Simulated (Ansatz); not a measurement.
This ZrO5 structure is the end of a relaxation. The cell was found from a structure generator's guess, not taken from experiment.

All numbers below come from DFT PBE, scalar-relativistic, plane waves, PAW (Ansatz). Cutoff 420 eV, Γ-centred mesh, Gaussian smearing, collinear spin.

```
Zr O
1.0
     4.28962    0.00000    0.00000
    -2.14481    3.71492    0.00000
     0.00000    0.00000    5.62629
Zr O
1 5
Cartesian
  0.0000 0.0000 0.0000
  2.1448 0.0000 0.0000
  -1.0724 1.8575 0.0000
  1.0724 1.8575 0.0000
  0.0000 0.0000 2.1824
  0.0000 0.0000 3.4439
```

Formation energies are uncorrected and refer to the elements' standard structures at the same level (O₂ as a molecule).

Question: Find its symmetry and describe it.

Answer: P6/mmm (No. 191). Conventional cell: a = 4.290 Å, c = 5.626 Å. Around Zr lie 8 O at 2.14–2.18 Å; around O on a site of symmetry mmm lie 2 Zr at 2.14 Å and 4 O at 2.14 Å; O on a site of symmetry 6mm is surrounded by 1 O at 1.26 Å and 1 Zr at 2.18 Å.

Question: How far does it lie from the elements in energy?

Answer: −0.96 eV/atom.

Question: Is it a metal?

Answer: Yes, bands cross the Fermi level on the 12×12×8 mesh.

Question: Which magnetic moments does it keep?

Answer: 0.22 μB per atom net, the space between the atoms included; by site: O 0.3 (×2) μB.

The last run used collinear spin, a 12×12×8 mesh (in the run's order of axes) for its 6-atom cell and Gaussian smearing of 0.10 eV. The magnetic state reached may not be the lowest. A structure relaxed within its symmetry needn't be a true minimum. Another cell of ZrO5 relaxed alike but without spin, in P6/mmm, lies 35 meV/atom lower, so this cell isn't the stable form at this level.
